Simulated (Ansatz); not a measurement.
ScPt, DFT, LDA, PAW with Ansatz's default frozen-core files, scalar-relativistic (Ansatz 0.2.0), run on 1 thread of Intel(R) Xeon(R) 6975P-C (Granite Rapids) on a shared host.

The geometry is COD entry 1537628, unchecked; take it as a test cell. The listed cell was then made from it by scaling, straining or moving an atom.

Command: `ansatz run input.yaml --threads 1 --pin off --max-ram 3072MiB --backend cpu --events-out ev --progress --plain --runs-dir out`

```yaml
crystal:
  lattice:
    - [3.27, -0.0327, -0.0327]
    - [-0.0327, 3.27, -0.0327]
    - [-0.0327, -0.0327, 3.27]
  atoms:
    - { symbol: Sc, position: [0.5, 0.5, 0.5] }
    - { symbol: Pt, position: [0.0, 0.0, 0.0] }
kpoints:
  mp_grid: { grid: [10, 10, 10] }
scf:
  occupations: { method: fermi_dirac, width: 0.05 }
hamiltonian:
  xc: lda
  pseudopotentials: { kind: paw }
output:
  forces: true
  stress: true
  eigenvalues: true
  efg: { contact_densities: true }
```

Q: How large is the problem that the program sets up?

A: 116 irreducible k-points, 703 plane waves at Γ, 19 bands.

Q: About how long does it take, and how much memory does it use?

A: 3.7 s of wall time for 6 SCF iterations, with a peak of 0.46 GiB. Times on shared machines scatter by tens of per cent.

Q: And the same cell and mesh by all-electron PAW (datasets made for this crystal), asked for forces, stress, eigenvalues, efg, on the same hardware?

A: 12 s, peak memory 0.6 GiB.
